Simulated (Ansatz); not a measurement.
CsLiMnS2:
```cif
data_CsLiMnS2
_chemical_formula_sum 'Cs1 Li1 Mn1 S2'
_space_group_name_H-M_alt 'P 1'
_space_group_IT_number 1
_cell_length_a 7.63861
_cell_length_b 7.63861
_cell_length_c 7.63861
_cell_angle_alpha 148.393
_cell_angle_beta 148.393
_cell_angle_gamma 45.305
loop_
_space_group_symop_operation_xyz
  'x, y, z'
loop_
_atom_site_label
_atom_site_type_symbol
_atom_site_fract_x
_atom_site_fract_y
_atom_site_fract_z
_atom_site_occupancy
Cs1 Cs 0.00000 0.00000 0.00000 1
Li1 Li 0.25000 0.75000 0.50000 1
Mn1 Mn 0.75000 0.25000 0.50000 1
S1 S 0.65859 0.65859 0.00000 1
S2 S 0.34141 0.34141 0.00000 1
```
The run is spin-polarised; directions of the spins, atom by atom: 0 0 ↑ 0 0.

Relaxed with r²SCAN.

Problem. Which orbitals make up the states near the band edges in r²SCAN (plane waves, PAW; program Ansatz)?

Solution. Top 1 eV of the valence band: S 3p 64 %, Mn 3d 31 %. Bottom 1 eV of the conduction band: Mn 3d 80 %, outside the projected shells 14 %. Projections are on Löwdin-orthogonalised atomic valence shells; empty p or d shells of many metals are not among them.

Problem. Tabulate the density of states.

Solution. States/eV per cell of 5 atoms, in 0.25 eV bins, energy from the valence-band maximum.

| E (eV) | total | S 3p | Mn 3d | Cs 6s |
|---|---|---|---|---|
| -7.86 | 0.00 | 0.00 | 0.00 | 0.00 |
| -7.61 | 0.00 | 0.00 | 0.00 | 0.00 |
| -7.36 | 0.00 | 0.00 | 0.00 | 0.00 |
| -7.11 | 0.00 | 0.00 | 0.00 | 0.00 |
| -6.86 | 0.00 | 0.00 | 0.00 | 0.00 |
| -6.61 | 0.00 | 0.00 | 0.00 | 0.00 |
| -6.36 | 0.00 | 0.00 | 0.00 | 0.00 |
| -6.11 | 0.00 | 0.00 | 0.00 | 0.00 |
| -5.86 | 0.00 | 0.00 | 0.00 | 0.00 |
| -5.61 | 0.00 | 0.00 | 0.00 | 0.00 |
| -5.36 | 0.00 | 0.00 | 0.00 | 0.00 |
| -5.11 | 0.00 | 0.00 | 0.00 | 0.00 |
| -4.86 | 0.00 | 0.00 | 0.00 | 0.00 |
| -4.61 | 2.25 | 1.37 | 0.32 | 0.03 |
| -4.36 | 1.85 | 0.91 | 0.67 | 0.01 |
| -4.11 | 5.16 | 2.15 | 2.74 | 0.03 |
| -3.86 | 6.13 | 3.15 | 2.25 | 0.09 |
| -3.61 | 3.31 | 1.68 | 1.29 | 0.04 |
| -3.36 | 3.96 | 1.93 | 1.70 | 0.05 |
| -3.11 | 5.37 | 3.21 | 1.57 | 0.09 |
| -2.86 | 6.76 | 4.12 | 2.23 | 0.04 |
| -2.61 | 4.36 | 2.74 | 1.38 | 0.02 |
| -2.36 | 6.44 | 4.67 | 1.38 | 0.06 |
| -2.11 | 3.08 | 2.18 | 0.71 | 0.01 |
| -1.86 | 4.86 | 3.83 | 0.82 | 0.01 |
| -1.61 | 3.22 | 2.51 | 0.57 | 0.01 |
| -1.36 | 2.60 | 1.58 | 0.88 | 0.01 |
| -1.11 | 2.02 | 1.26 | 0.65 | 0.01 |
| -0.86 | 1.64 | 1.01 | 0.54 | 0.01 |
| -0.61 | 2.21 | 1.39 | 0.71 | 0.02 |
| -0.36 | 2.08 | 1.35 | 0.64 | 0.01 |
| -0.11 | 0.70 | 0.47 | 0.21 | 0.00 |
| 0.14 | 0.00 | 0.00 | 0.00 | 0.00 |
| 0.39 | 0.00 | 0.00 | 0.00 | 0.00 |
| 0.64 | 0.00 | 0.00 | 0.00 | 0.00 |
| 0.89 | 0.00 | 0.00 | 0.00 | 0.00 |
| 1.14 | 0.00 | 0.00 | 0.00 | 0.00 |
| 1.39 | 0.00 | 0.00 | 0.00 | 0.00 |
| 1.64 | 0.23 | 0.00 | 0.16 | 0.01 |
| 1.89 | 0.91 | 0.02 | 0.68 | 0.02 |
| 2.14 | 2.09 | 0.07 | 1.64 | 0.01 |
| 2.39 | 4.29 | 0.14 | 3.49 | 0.03 |
| 2.64 | 3.82 | 0.23 | 2.99 | 0.04 |
| 2.89 | 2.08 | 0.17 | 1.47 | 0.03 |
| 3.14 | 3.21 | 0.31 | 2.36 | 0.05 |
| 3.39 | 2.87 | 0.29 | 1.87 | 0.06 |
| 3.64 | 2.16 | 0.22 | 0.79 | 0.12 |
| 3.89 | 1.85 | 0.15 | 0.21 | 0.14 |
| 4.14 | 2.76 | 0.17 | 0.11 | 0.25 |
| 4.39 | 2.83 | 0.14 | 0.12 | 0.28 |
| 4.64 | 3.05 | 0.13 | 0.15 | 0.31 |
| 4.89 | 3.59 | 0.20 | 0.26 | 0.38 |
| 5.14 | 3.42 | 0.18 | 0.15 | 0.58 |
| 5.39 | 3.46 | 0.16 | 0.20 | 0.40 |
| 5.64 | 3.70 | 0.14 | 0.14 | 0.36 |
| 5.89 | 4.35 | 0.14 | 0.10 | 0.26 |
| 6.14 | 5.88 | 0.18 | 0.15 | 0.24 |
| 6.39 | 4.84 | 0.16 | 0.16 | 0.22 |

Space group I-4m2. The first step of the workflow began from a Materials Project structure, measured or hypothetical; the Crystallography Open Database copy checked does not list it. With Li and Mn taken as one species the cell has the higher symmetry I4/mmm, so it may be an ordered model of a mixed-site phase. Whether it is the stable phase at ambient conditions was not checked. Symmetry was held in the r²SCAN relaxation; its stability against distortions is not shown here. Spin order of the final state: ferromagnetic, the only order run, not a proven ground state. The cell computed holds one magnetic atom, so no antiferromagnetic order was within reach. Other orbital occupations within this spin state were not tried. No Hubbard U is applied. Scalar-relativistic: spin–orbit coupling is off unless named, which matters more the heavier the elements.

Potentials: the later of the program's two PAW sets.
